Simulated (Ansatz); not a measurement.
BaO (rock salt, space group No. 225), a = 5.4898 Å, b = 5.4898 Å, c = 5.4898 Å, α = 90.00°, β = 90.00°, γ = 90.00°; the cell used has 2 atoms.

Relaxed with PBEsol. Independent-particle spectrum: no excitons, no local fields, no scissors shift; 0.1 eV broadening; ε₁ of the summed bands alone.

Question: Tabulate the dielectric function from the program Ansatz at the PBEsol level (PAW).

Answer: 

```csv
E (eV),ε₁ xx,ε₂ xx
0.0,4.45,0.00
0.3,4.46,0.00
0.6,4.49,0.00
0.9,4.53,0.00
1.2,4.60,0.00
1.5,4.71,0.00
1.8,4.88,0.00
2.1,5.33,0.15
2.4,5.20,0.72
2.7,5.03,0.83
3.0,4.97,0.87
3.3,4.98,0.89
3.6,5.06,0.91
3.9,5.24,0.93
4.2,5.55,1.23
4.5,5.60,1.55
4.8,5.58,1.82
5.1,5.72,2.01
5.4,5.81,2.47
5.7,5.86,2.83
6.0,6.08,3.31
6.3,6.28,4.75
6.6,4.12,5.41
6.9,3.61,4.33
7.2,4.73,4.75
7.5,3.79,5.64
7.8,2.42,7.84
8.1,0.49,5.45
8.4,0.67,4.59
8.7,0.81,4.75
9.0,-0.66,4.27
9.3,-0.39,3.04
9.6,-0.23,2.37
9.9,0.36,1.95
10.2,0.91,2.23
10.5,0.69,2.81
10.8,-0.06,2.22
11.1,0.07,1.80
11.4,0.09,1.20
11.7,0.61,0.90
12.0,0.80,0.76
```

Question: From ε at 3.3 eV (xx: 4.98 + 0.89i), find n, k, the normal reflectivity and the absorption coefficient.

Answer: n = 2.24, k = 0.199, R = 15 %, α = 2kE/ħc = 67000 cm⁻¹.

With all bands, ε∞ without local fields is 4.51. DFPT, with local fields, gives 4.28.

Space group Fm-3m (rock salt). Symmetry was held in the PBEsol relaxation. Scalar-relativistic: spin–orbit coupling is off unless named, which matters more the heavier the elements.

Potentials: the later of the program's two PAW sets.
